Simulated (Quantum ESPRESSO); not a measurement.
pw.x input (Quantum ESPRESSO 7.5; LDA, PseudoDojo standard norm-conserving files, scalar-relativistic):

```
&CONTROL
  calculation = 'scf'
  pseudo_dir = './pseudo'
  outdir = './out'
  tprnfor = .true.
  tstress = .true.
/
&SYSTEM
  ibrav = 0
  nat = 2
  ntyp = 2
  ecutwfc = 84.0
  ecutrho = 336.0
  occupations = 'smearing'
  smearing = 'fd'
  degauss = 0.005
  nbnd = 12
/
&ELECTRONS
  conv_thr = 2e-10
/
ATOMIC_SPECIES
C 12.0110 C.upf
Ti 47.8670 Ti.upf
CELL_PARAMETERS angstrom
  0.000000000000   2.165720000000   2.165720000000
  2.165720000000   0.000000000000   2.165720000000
  2.165720000000   2.165720000000   0.000000000000
ATOMIC_POSITIONS crystal
C   0.500000000000   0.500000000000   0.500000000000
Ti   0.000000000000   0.000000000000   0.000000000000
K_POINTS automatic
18 18 18 0 0 0
```

End of the output:

```
     total energy              =    -130.89421877 Ry
     estimated scf accuracy    <          4.7E-10 Ry
     total energy              =    -130.89421878 Ry
     estimated scf accuracy    <       0.00000001 Ry
     total energy              =    -130.89421877 Ry
     estimated scf accuracy    <          9.6E-09 Ry
[...]
     the Fermi energy is    14.4186 ev
!    total energy              =    -130.89421878 Ry
     estimated scf accuracy    <          2.9E-11 Ry
     smearing contrib. (-TS)   =      -0.00034995 Ry
     internal energy E=F+TS    =    -130.89386883 Ry
     The total energy is F=E-TS. E is the sum of the following terms:
     one-electron contribution =     -29.73765496 Ry
     hartree contribution      =      22.80299046 Ry
     xc contribution           =     -21.55624882 Ry
     ewald contribution        =    -102.40295550 Ry
     convergence has been achieved in  15 iterations
     Forces acting on atoms (cartesian axes, Ry/au):
     atom    1 type  1   force =     0.00000000   -0.00000000    0.00000000
     atom    2 type  2   force =     0.00000000    0.00000000    0.00000000
     Total force =     0.000000     Total SCF correction =     0.000000
     Computing stress (Cartesian axis) and pressure
          total   stress  (Ry/bohr**3)                   (kbar)     P=     -123.04
  -0.00083639  -0.00000000  -0.00000000         -123.04       -0.00       -0.00
  -0.00000000  -0.00083639  -0.00000000           -0.00     -123.04       -0.00
  -0.00000000  -0.00000000  -0.00083639           -0.00       -0.00     -123.04
```

Geometry of the Materials Project entry, not relaxed at this level.
